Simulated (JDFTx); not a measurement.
Hf(1 0 -1 1) slab cut from bulk Hf (space group P6_3/mmc, indices of the conventional cell, lattice of the Materials Project entry mp-103, not re-optimised): 8 atoms in 8 planes, a 1x1 cell of 18.37 Å² (|a| = 3.192, |b| = 5.970 Å), 7.5 Å between the outermost planes, cell height 23.7 Å, 8×8×1 k mesh, Fermi smearing 0.01 Ha, no spin polarisation.

Profiles through the double layer of this slab, charged, in CANDLE, water, 1 M NaF; PBE, GBRV ultrasoft potentials, plane waves to 20/100 Ha, a modified build of JDFTx. z is the height above the outermost atoms, φ the plane-averaged electrostatic potential energy of an electron (zero in the bulk liquid), ρ_b the bound charge of solvent and ions, s the cavity shape function (0 in the solid, 1 in the liquid).

```csv
z (Å),n (e/Å³),s,φ (eV),ρ_b (10⁻³ e/Å³)
1.01,0.0693,0.00,-4.268,-2.76
1.46,0.0145,0.00,-1.943,-31.37
1.91,0.0028,0.08,-0.489,-30.67
2.36,0.0005,0.33,-0.278,-4.07
2.81,0.0001,0.62,-0.212,-0.73
3.26,0.0000,0.89,-0.175,-0.29
3.72,0.0000,1.00,-0.150,-0.11
4.17,0.0000,1.00,-0.130,-0.08
4.62,0.0000,1.00,-0.112,-0.07
5.07,0.0000,1.00,-0.096,-0.06
5.52,0.0000,1.00,-0.083,-0.05
5.97,0.0000,1.00,-0.072,-0.04
6.42,0.0000,1.00,-0.062,-0.04
6.88,0.0000,1.00,-0.053,-0.03
7.33,0.0000,1.00,-0.046,-0.03
7.78,0.0000,1.00,-0.039,-0.02
```

Problem. Is the electrode positively or negatively charged, and roughly by how much?

Solution. Positively: σ = 51.1 μC/cm² per face. The liquid's bound charge is of the opposite sign overall, and far from the surface φ decays with the screening length (3.0 Å).
